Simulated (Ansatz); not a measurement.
In2Bi in space group P6_3/mmc (No. 194; In on 2a, In on 2d, Bi on 2c) at seven volumes, plane-wave PAW r²SCAN (Ansatz code), shape and atoms relaxed at each. One row is withheld.

```csv
V (Å³/atom),P (GPa)
26.384,4.84
27.254,2.91
28.124,?
28.994,0.00
29.863,-1.09
30.733,-2.01
31.603,-2.79
```

Q: Fit the shown pressures and predict the withheld one.

A: Third-order Birch–Murnaghan: P = (3/2)B₀(x^(7/2) − x^(5/2))[1 + (3/4)(B′ − 4)(x − 1)] with x = (V₀/V)^(2/3). Least squares on the six rows gives V₀ = 28.997 Å³/atom, B₀ = 40.22 GPa, B′ = 5.10. At V = 28.124, x = 1.0206 and P = 1.33 GPa. The run itself gave 1.32 GPa.

The workflow started from an entry of the Crystallography Open Database (COD). Whether it is the stable phase at ambient conditions was not checked. The r²SCAN relaxation kept the symmetry of its start; whether a distortion lowers the energy is not shown. Spin–orbit coupling is left out wherever it is not named.

Potentials: the later of the program's two PAW sets.
